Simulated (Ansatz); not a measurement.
**AlFe3: reading a single point**

```yaml
crystal:
  lattice:
    - [0.00000, 4.09765, 0.00000]
    - [4.09765, 0.00000, 0.00000]
    - [2.04883, 2.04883, -3.97004]
  atoms:
    - { symbol: Al, position: [0.00000, 0.00000, 0.00000] }
    - { symbol: Fe, position: [0.50000, 0.50000, 0.00000] }
    - { symbol: Fe, position: [0.25000, 0.75000, 0.50000] }
    - { symbol: Fe, position: [0.75000, 0.25000, 0.50000] }
```

Method: r2SCAN, no spin polarisation; PAW, plane waves to 500 eV, 9×9×9 Γ-centred mesh, fermi-dirac occupations (width 0.1 eV) (Ansatz 0.2.0), atoms fixed.

Question: What is the formation energy?

Answer: 1.57 eV an atom against the elements' usual phases (free molecules for gases, crystals otherwise, with no correction for O₂ or N₂), so at this geometry it isn't bound against them. Relaxing would lower it.

Question: What happens at the Fermi level?

Answer: It is a metal, with about 13 states/eV a cell as the mean within 0.25 eV of the Fermi level, mostly Fe d (96 %).

Question: Describe some of the short contacts.

Answer: Fe–Fe at 2.85 Å: least valence density 0.20 e/Å³ and ELF 0.36 there. These are pseudo-fields; inside the PAW spheres they differ from the all-electron ones.

Question: Is the cell too large or too small?

Answer: The pressure is -39.5 GPa (compression positive), so with the atoms held at these fractions the cell would first shrink. The principal stresses -39.9, -39.9, -38.8 GPa differ, so its shape would change too.

Question: How is the charge shared?

Answer: Bader charges in e: Al +0.66, Fe -0.24 to -0.19. In the mean Al gives up most and Fe takes most.

Origin: a known structure type with other elements, at an estimated volume, so it need not be a known compound. Caveats: no spin polarisation, so a magnetic state may lie lower; atoms or cell far from equilibrium.
